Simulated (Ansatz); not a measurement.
## SiGeO₄ (P4_2/mnm) at 2 levels of theory

One geometry, relaxed with PBE; plane waves with PAW potentials in Ansatz, scalar-relativistic. No spin polarisation. Gaps are the least over mesh and band path; pressure is positive in compression.

```cif
data_structure
_symmetry_space_group_name_H-M 'P4_2/mnm'
_symmetry_Int_Tables_number 136
_cell_length_a 9.3206
_cell_length_b 9.3206
_cell_length_c 5.4612
_cell_angle_alpha 90.000
_cell_angle_beta 90.000
_cell_angle_gamma 90.000
_cell_volume 474.43
loop_
_atom_site_label
_atom_site_type_symbol
_atom_site_symmetry_multiplicity
_atom_site_Wyckoff_symbol
_atom_site_fract_x
_atom_site_fract_y
_atom_site_fract_z
_atom_site_occupancy
Si1 Si 4 f 0.67856 0.67856 0.00000 1
Ge1 Ge 4 g 0.82505 0.82505 0.50000 1
O1 O 8 j 0.74902 0.74902 0.75824 1
O2 O 8 i 0.71308 0.50770 0.00000 1
```

| level | cutoff (eV) | k mesh | gap (eV) | pressure (GPa) |
| --- | --- | --- | --- | --- |
| PBE | 420 | 4×4×4 | 4.04 | 0.0 |

Problem. What comes out on the same cell with r2SCAN?

Solution.
| level | cutoff (eV) | k mesh | gap (eV) | pressure (GPa) |
| --- | --- | --- | --- | --- |
| r2SCAN | 500 | 4×4×4 | 4.80 | -3.7 |

It was reached by relaxing an invented guess, and it needn't be the stable form of this composition.
